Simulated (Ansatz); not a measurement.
Ti2AlB2:
```yaml
crystal:
  lattice:
    - [3.00643, 0.00000, 0.00000]
    - [-1.50322, 2.60365, 0.00000]
    - [0.00000, 0.00000, 7.66894]
  atoms:
    - { symbol: Ti, position: [0.33333, 0.66667, 0.70382] }
    - { symbol: Ti, position: [0.33333, 0.66667, 0.29618] }
    - { symbol: Al, position: [0.00000, 0.00000, 0.00000] }
    - { symbol: B, position: [0.00000, 0.00000, 0.50000] }
    - { symbol: B, position: [0.66667, 0.33333, 0.50000] }
```

Relaxed with r²SCAN.

### Question
Give the Bader charges and basin volumes of the independent atoms, the program Ansatz at the r²SCAN level (PAW).

### Answer


```tsv
atom	Bader charge (e)	Bader volume (Å³)
Ti1	+1.27	10.6
Al3	-0.75	21.1
B4	-0.88	8.7
B5	-0.91	9.0
```

Space group P-6m2. The start of the workflow was typed in or built on a structure type; neither database checked (COD, Materials Project) lists it. Its standing as an ambient phase is unchecked. The cell was relaxed with r²SCAN under the symmetry of its start; its stability against distortions is not shown here. The run is not spin-polarised.

Potentials: the earlier of the program's two PAW sets. The files were generated under PBE; for other functionals the program regenerates the frozen cores, and for LDA and PBEsol the local potential too.
